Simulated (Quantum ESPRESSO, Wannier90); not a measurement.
# Wannier functions of RbH (rock salt)

Structure: Materials Project mp-24721, symmetrised, not relaxed again. COD (Crystallography Open Database) has an entry of this formula and space group (matched by these alone). Computed values, not measurements, from PBEsol: Quantum ESPRESSO (norm-conserving PseudoDojo potentials, cutoff 58 Ry, no spin polarisation, no spin-orbit coupling) on a Γ-centred 10×10×10 mesh, then Wannier90. Density: 10×10×10 mesh, cold smearing 0.01 Ry.

Input w.win:

```
num_bands = 7
num_wann = 2
exclude_bands = 1-4
num_iter = 0
conv_tol = 1.0e-6
conv_window = 4
dis_num_iter = 1000
dis_conv_tol = 1.0e-6
dis_froz_max = 6.48
write_hr = true
write_u_matrices = true
begin projections
Rb: s
H: s
end projections
begin unit_cell_cart
ang
    0.0000000000    3.0040800000    3.0040800000
    3.0040800000    0.0000000000    3.0040800000
    3.0040800000    3.0040800000    0.0000000000
end unit_cell_cart
begin atoms_frac
Rb   0.5000000000  0.5000000000  0.5000000000
H    0.0000000000  0.0000000000  0.0000000000
end atoms_frac
mp_grid = 10 10 10
begin kpoints
0.0000000000 0.0000000000 0.0000000000
0.0000000000 0.0000000000 0.1000000000
0.0000000000 0.0000000000 0.2000000000
... (997 more lines: the 10x10x10 mesh through Gamma)
end kpoints
```

On the energy scale of pw.x, whose zero is arbitrary, the valence-band maximum lies at 2.25 eV. Lines of w_hr.dat (R1 R2 R3 m n Re Im, eV) for R = 0 and one of the shortest lattice vectors, rounded to 0.01 eV, lines under 0.02 eV left out; orbitals in order: Rb1 s, H2 s.

```
    0    0    0    1    1     6.44     0.00
    0    0    0    2    1     0.05     0.00
    0    0    0    1    2     0.05     0.00
    0    0    0    2    2     2.05     0.00
   -1    0    0    1    1    -0.11     0.00
   -1    0    0    2    1    -0.56     0.00
   -1    0    0    2    2     0.03     0.00
```
